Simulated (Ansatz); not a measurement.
Given:

CeO2 (fluorite, Fm-3m), a = b = c = 5.3986 Å, α = β = γ = 90.00°; the cell used has 3 atoms.

This is the PBEsol-relaxed structure.

Task: All from the program Ansatz at the PBEsol level (PAW), unless another level is named. Predict the vibrational entropy at 300 K.

Result: 21.5 J/(K·mol of atoms).

Task: Next, the bulk modulus (Birch–Murnaghan fit)?

Result: 191 GPa.

The cell was relaxed with PBEsol under the symmetry of its start. The run is not spin-polarised. The 4f shell is in the valence. No Hubbard U is applied. Scalar-relativistic: spin–orbit coupling is off unless named, which matters more the heavier the elements.

Potentials: the earlier of the program's two PAW sets. The files were generated under PBE; for other functionals the program regenerates the frozen cores, and for LDA and PBEsol the local potential too.
